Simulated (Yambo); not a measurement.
One stored BSE kernel of dimension 1728 for Si (space group P6_3/mmc, No. 194) (Yambo, LDA bands; 6×6×4 mesh, 3 valence and 4 conduction bands, static screening with 37 bands and a 4 Ry block, scissor 0.70 eV, Tamm-Dancoff; broadening 0.15 eV; field along x), solved in several ways.

| solver | iterations | largest change of Im ε (% of its maximum) | rough time |
|---|---|---|---|
| Haydock, threshold 2 % | 6 | 49 | within a factor of two |
| Haydock, threshold 0.5 % | 13 | 24 | within a factor of two |
| Haydock, threshold 0.1 % | 27 | 3.2 | within a factor of two |
| Haydock, threshold 0.005 % | 59 | 0.2 | 1 |
| SLEPc, lowest 10 states | – | no full spectrum | within a factor of two |
| SLEPc, lowest 60 states | – | no full spectrum | within a factor of two |
| full diagonalisation | – | reference | about 10× |

Haydock gives the spectrum without eigenstates, SLEPc the lowest states alone, full diagonalisation everything at a cost that grows as the cube of the dimension. Times include reading the kernel. Times are rough ratios from shared machines. Mesh and scissor weren't tested; the rows compare only with each other.

Geometry relaxed with LDA; primitive cell a = b = 3.799 Å, c = 6.274 Å, α = β = 90.00°, γ = 120.00°.

This is not the ordinary phase of the substance; no match was found in the copy of COD used, and its stability was not checked.
